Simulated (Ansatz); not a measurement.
Ge2Mo:
```yaml
crystal:
  lattice:
    - [2.06643, -6.75282, 0.00000]
    - [2.06643, 6.75282, 0.00000]
    - [0.00000, 0.00000, 3.42499]
  atoms:
    - { symbol: Ge, position: [0.92731, 0.07269, 0.75000] }
    - { symbol: Ge, position: [0.07269, 0.92731, 0.25000] }
    - { symbol: Ge, position: [0.24131, 0.75869, 0.75000] }
    - { symbol: Ge, position: [0.75869, 0.24131, 0.25000] }
    - { symbol: Mo, position: [0.60640, 0.39360, 0.75000] }
    - { symbol: Mo, position: [0.39360, 0.60640, 0.25000] }
```

Relaxed with PBE. Special points in fractions of this cell's reciprocal vectors: Γ (0.000, 0.000, 0.000); Y (-0.500, 0.500, 0.000); C0 (-0.273, 0.727, 0.000); Σ0 (0.273, 0.273, 0.000); Z (0.000, 0.000, 0.500); A0 (0.273, 0.273, 0.500); E0 (-0.273, 0.727, 0.500); T (-0.500, 0.500, 0.500); S (0.000, 0.500, 0.000); R (0.000, 0.500, 0.500).

List the band energies nearest the Fermi level at these points for the program Ansatz at the PBE level (PAW).

In eV from the Fermi level; about four levels below and three above (degenerate sets whole), none deeper than 8.9 eV; points with the same levels are listed once.

```tsv
k	below	above
Γ	-0.48 -0.44 -0.21 -0.20	0.22 0.79 1.61
Y	-0.66 -0.55 -0.49 -0.15	0.74 0.90 1.70
C0	-1.14 -0.98 -0.70 -0.46	1.59 1.69 2.46
Z	-2.38 -2.38 -1.47 -1.47	0.13 0.13 0.95 0.95
A0	-2.65 -2.65 -0.21 -0.21	1.19 1.19 1.71 1.71
T	-2.12 -2.12 -1.48 -1.48	0.94 0.94 1.87 1.87
S	-1.06 -0.83 -0.75 -0.49	1.45 1.69 2.26
R	-2.66 -2.66 -0.25 -0.25	1.22 1.22 1.66 1.66
```

Space group Cmcm. The cell is a constructed one: a structure type filled with these elements; neither database checked (COD, Materials Project) lists it. COD files the formula under space group No. 62, so this cell is another polymorph or a model. Its standing as an ambient phase is unchecked. The PBE relaxation kept the symmetry of its start; whether a distortion lowers the energy is not shown. No spin polarisation was allowed. Scalar-relativistic: spin–orbit coupling is off unless named, which matters more the heavier the elements.

Potentials: the later of the program's two PAW sets.
